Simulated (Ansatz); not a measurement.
In the program Ansatz at the r²SCAN level (PAW), IrPt$_{11}$ in the monoclinic phase (Pm; Pearson symbol mP12) relaxes to a = 4.794 Å, b = 2.769 Å, c = 13.850 Å, β = 96.6°. Pt on 1a has 12 nearest neighbours from 2.76 Å (cuboctahedral); Pt on 1a has 12 nearest neighbours from 2.74 Å (cuboctahedral); Ir has 12 nearest neighbours from 2.74 Å (anticuboctahedral); Pt on 1a has 12 nearest neighbours from 2.75 Å (anticuboctahedral). Its formation energy from the elements is 0.043 eV/atom, with no fitted shifts.

Electronic character: metallic (no gap).

Bader charges are Pt -0.04 to 0.00, Ir +0.13 e.

The start of the workflow was typed in or built on a structure type; neither database checked (COD, Materials Project) lists it. Its standing as an ambient phase is unchecked. Symmetry was held in the r²SCAN relaxation; its stability against distortions is not shown here. The run is not spin-polarised. Axis ratios of metals converge slowly with the k-mesh, so a and c are less sure than the volume. The references are the lowest solids computed at this level, not always the standard phases. Scalar-relativistic: spin–orbit coupling is off unless named, which matters more the heavier the elements.

Potentials: the earlier of the program's two PAW sets. The files were generated under PBE; for other functionals the program regenerates the frozen cores, and for LDA and PBEsol the local potential too.
